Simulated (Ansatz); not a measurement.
# Compressing V$_{2}$N$_{3}$: a fit and a missing row

V$_{2}$N$_{3}$, P-3m1, a = 2.806 Å, c = 6.218 Å. The structure is a Materials Project entry; whether it is the stable form wasn't checked. Ansatz: r2SCAN, PAW, 500 eV, Γ-centred 12×12×6 mesh on 5 atoms, Gaussian smearing 0.10 eV; collinear spin, largest moment 0.4 μB. Shape and atoms are relaxed at each volume; pressure is positive in compression.

```tsv
V (Å³/atom)	P (GPa)
7.972	20.23
8.226	?
8.481	0.01
8.735	-8.56
8.989	-15.88
```

Problem. Take V0 = 8.481 Å³/atom, count pressures from its P0 = 0.01 GPa, fit the third-order Birch–Murnaghan form to the other rows, and predict the missing pressure.

Solution. With the Eulerian strain f = ½[(V0/V)^(2/3) − 1] and y = (P − P0)/[3f(1 + 2f)^(5/2)], the form is the line y = B0 + 1.5 B0 (B0′ − 4) f. Rows (f, y): 0.02106, 288.7; -0.00974, 308.1; -0.01902, 306.8. Means f = -0.002567, y = 301.20; Σ(Δf)² = 0.0008804, ΣΔfΔy = -0.4370; the slope is their ratio. y = 299.9 − 496.3 f GPa, so B0 = 299.9 GPa and B0′ = 4 + 2 × (-496.3)/(3 × 299.9) = 2.90. At V = 8.226, f = 0.01028, y = 294.80 and P = 9.58 GPa. The run gave 9.94 GPa, so the fit is 0.36 GPa too low, 1 % of the span of the series, against an rms of 0.10 GPa on the fitted rows. The records add: the moment goes from 0.00 to 0.35 μB between the run one row up and this one.

The largest moment runs from 0.00 to 0.41 μB along the series, so B0 and B0′ hold the change of the moment too.

The state reached may not be the lowest one. Moments started parallel, and an antiferromagnetic order may lie lower.